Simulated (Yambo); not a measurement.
**Excitons in SiO2**

```
SiO2
1.0
    5.06109     0.00000     0.00000
   -2.53055     4.38303     0.00000
    0.00000     0.00000     5.54050
O Si
6 3
Direct
  0.79137   0.58274   0.50000
  0.20863   0.79137   0.83333
  0.41726   0.20863   0.16667
  0.20863   0.41726   0.50000
  0.79137   0.20863   0.83333
  0.58274   0.79137   0.16667
  0.00000   0.50000   0.66667
  0.50000   0.00000   0.00000
  0.50000   0.50000   0.33333
```

The geometry is that of Materials Project entry mp-6922, symmetrised and not relaxed again.

BSE in Yambo on norm-conserving LDA (Quantum ESPRESSO, 84 Ry, scalar-relativistic) bands: 6×6×6 mesh, 12 valence and 5 conduction bands, static screening with 69 bands and a 3 Ry block, scissor 3.14 eV, Tamm-Dancoff; field along x.

| state | energy (eV) | states within 2 meV | relative strength | class | main transitions |
|---|---|---|---|---|---|
| 1 | 7.80 | 1 | < 0.01 | dark | several band pairs |
| 2 | 7.90 | 2 | 1.00 | weak | several band pairs |
| 3 | 8.19 | 2 | < 0.01 | dark | several band pairs |
| 4 | 8.42 | 1 | < 0.01 | dark | VB → CB (88 %) |
| 5 | 8.48 | 1 | < 0.01 | dark | VB → CB (81 %) |
| 6 | 8.59 | 2 | 0.05 | dark | VB−1 → CB (83 %) |
| 7 | 8.63 | 1 | < 0.01 | dark | VB → CB (93 %) |
| 8 | 8.63 | 1 | < 0.01 | dark | VB → CB (87 %) |

These are vertical excitations (zero momentum); the indirect quasiparticle gap, about 8.63 eV, is smaller than the direct one (8.83 eV on the GW mesh). The direct quasiparticle gap on this mesh is 8.83 eV; counted from there, state 1 is bound by 1.04 eV. Convergence with the mesh was not shown.

Spin singlets only. Strengths are relative to the strongest of the lowest states of this run; strong means a line over 3 % of the spectrum's maximum, dark under 0.03 %. Absolute energies carry the error of the G0W0 scissor, whose convergence isn't established; the long-wavelength screening was taken along (1,1,1) although the crystal is anisotropic.

This is not the ordinary phase of the substance.
